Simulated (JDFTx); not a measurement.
WSi2(001) slab cut from bulk WSi2 (space group I4/mmm, indices of the conventional cell, lattice of the Materials Project entry mp-1620, not re-optimised): 6 atoms in 6 planes, a 1x1 cell of 10.33 Å² (|a| = 3.215, |b| = 3.215 Å), 6.5 Å between the outermost planes, Si outermost, slab composition W2Si4, cell height 22.5 Å, 6×6×1 k mesh, Fermi smearing 0.01 Ha, no spin polarisation. Whether this polymorph is the ambient one wasn't checked.

Method: PBE, GBRV ultrasoft potentials, plane waves to 20/100 Ha, in a modified build of JDFTx. Liquid on both sides: CANDLE, water, 2 M KCl; nuclei fixed. On the negative side CANDLE's cavity feels the periodic box, so those points shift with the cell height.

Charging data:

| U − U_pzc (V) | σ (μC/cm²) |
|---|---|
| -0.68 | -20.87 |
| -0.28 | -5.69 |
| -0.13 | -2.11 |
| 0.00 | 0.00 |
| 0.32 | 4.34 |
| 0.92 | 13.41 |
| 1.02 | 15.00 |

A calculation by hand: a check of Lippmann's equation. The grand free energy per area against the neutral slab, Δγ = [F(N) − F(N₀) − μ(N − N₀)]/2A, is taken from the total energies of the same runs.

| U − U_pzc (V) | Δγ (mJ/m²) |
|---|---|
| -0.68 | -61.4 |
| -0.28 | -7.0 |
| -0.13 | -1.3 |
| 0.00 | 0.0 |
| 0.32 | -6.9 |
| 0.92 | -59.5 |
| 1.02 | -73.0 |

Δγ is largest at zero charge and falls away from it, as dγ/dU = −σ demands. At 1.02 V the computed -73.0 mJ/m² stands beside -76.1 mJ/m² from the constant-capacitance formula.
